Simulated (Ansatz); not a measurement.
MgV2O6 (space group C2/m)

```yaml
crystal:
  lattice:
    - [4.66387, -1.71929, 0.00000]
    - [4.66387, 1.71929, 0.00000]
    - [-2.49476, 0.00000, 6.30999]
  atoms:
    - { symbol: Mg, position: [0.00000, 0.00000, 0.50000] }
    - { symbol: V, position: [0.19524, 0.19524, 0.15967] }
    - { symbol: V, position: [0.80476, 0.80476, 0.84033] }
    - { symbol: O, position: [0.69152, 0.69152, 0.06361] }
    - { symbol: O, position: [0.30848, 0.30848, 0.93639] }
    - { symbol: O, position: [0.95826, 0.95826, 0.77325] }
    - { symbol: O, position: [0.04174, 0.04174, 0.22675] }
    - { symbol: O, position: [0.34890, 0.34890, 0.38534] }
    - { symbol: O, position: [0.65110, 0.65110, 0.61466] }
```

The volume is varied about the relaxed value V₀ at fixed cell shape. The atoms relax within the cell's symmetry.

Calculation: r2SCAN (plane waves to 500 eV, PAW, scalar-relativistic; Ansatz, a first-principles code). k mesh 10×10×5 (Γ-centred), Fermi-Dirac smearing 0.05 eV. E stands for the smeared free energy. Compression counts positive. Some relaxations began with atoms very close together and may have settled on another branch. MgV2O6 is run without spin polarisation. MgV2O6 was relaxed with its symmetry unable to fall. The zero of ΔE is the relaxed starting cell.

Problem. What ΔE (meV/atom) and P (GPa) does the calculation give at V/V₀ = 0.840, 0.867, 0.893, 0.920, 0.973, 1.053, 1.080, 1.160?

Solution. 
```tsv
V/V₀	ΔE (meV/atom)	P (GPa)
0.840	119.7	25.8
0.867	77.5	19.5
0.893	46.2	14.1
0.920	24.2	9.5
0.973	2.3	2.6
1.053	7.6	-3.8
1.080	16.0	-5.2
1.160	53.9	-8.1
```

(A scan under strain: stresses follow from slopes of the energy per volume, elastic moduli from its curvatures.)
